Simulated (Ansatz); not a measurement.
Space group P2_13 (No. 198). a = 4.659 Å, b = 4.659 Å, c = 4.659 Å, α = 90.00°, β = 90.00°, γ = 90.00°
```csv
atom,site,symmetry,x,y,z
Be,4a,.3.,0.8458,0.8458,0.8458
Au,4a,.3.,0.1528,0.1528,0.1528
```

Equation of state of this BeAu structure (not necessarily the ground state), with shape and atoms relaxed at each volume where symmetry leaves them free. It has no gap at any of these volumes. Level of theory: DFT PBEsol, scalar-relativistic, plane waves, PAW in Ansatz.

Plane waves to 420 eV, a k mesh through Γ of 8×8×8 on the computed 8-atom cell and Gaussian smearing (0.10 eV); no spin polarisation.

```tsv
V (Å³/atom)	E − E(largest V) (meV/atom)	P (GPa)
11.881	5.23	11.87
12.260	-14.96	5.43
12.640	-21.14	-0.01
13.019	-15.48	-4.60
13.398	0.00	-8.40
```

Problem. Fit a third-order Birch–Murnaghan equation to E(V).

Solution. V0 = 12.64 Å³/atom, B0 = 166 GPa, B0' = 4.9.

Spin-orbit coupling is left out, which matters for the bands of heavy elements.